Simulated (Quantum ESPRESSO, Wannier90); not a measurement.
**Wannier functions of Pt (fcc (Cu type))**

```
Pt
1.0
    0.00000     1.97158     1.97158
    1.97158     0.00000     1.97158
    1.97158     1.97158     0.00000
Pt
1
Direct
  0.00000   0.00000   0.00000
```

Structure: Materials Project mp-126, symmetrised, not relaxed again. This is the element's usual structure. Computed values, not measurements, from PBEsol: Quantum ESPRESSO (norm-conserving PseudoDojo potentials, cutoff 68 Ry, no spin polarisation, no spin-orbit coupling) on a Γ-centred 12×12×12 mesh, then Wannier90. Density: 18×18×18 mesh, cold smearing 0.01 Ry. Spin-orbit coupling is left out although heavy elements are present.

The plane-wave run has 21 bands and 18 electrons a cell. On the energy scale of pw.x, whose zero is arbitrary, the Fermi level lies at 22.90 eV.

Isolated groups of bands, relative to the Fermi level (bands from 5 on overlap up to the last one computed):

```tsv
bands	from (eV)	to (eV)	filling	weight on atomic waves
1	-98.65	-98.61	filled	Pt 5s 99 %
2–4	-52.97	-52.52	filled	Pt 5p 100 %
```

Input w.win, without the blocks of cell, atoms and k-points (1728 lines):

```
num_bands = 17
num_wann = 9
exclude_bands = 1-4
num_iter = 800
conv_tol = 1.0e-6
conv_window = 4
dis_num_iter = 1000
dis_conv_tol = 1.0e-6
dis_froz_max = 41.02
write_hr = true
write_u_matrices = true
begin projections
Pt: s;p;d
end projections
mp_grid = 12 12 12
```

wannier90.x stops with:
```
dis_windows: More states in the frozen window than target WFs
```
At some k-point more bands lie below dis_froz_max than there are Wannier functions, and every frozen state has to fit into the subspace. Mended as below, all else unchanged, the run goes through (Ω_I = 7.7 Å²) and follows the plane-wave bands to 2.7 meV rms (states up to 1.0 eV relative to the Fermi level).
```
dis_froz_max = 24.40
```
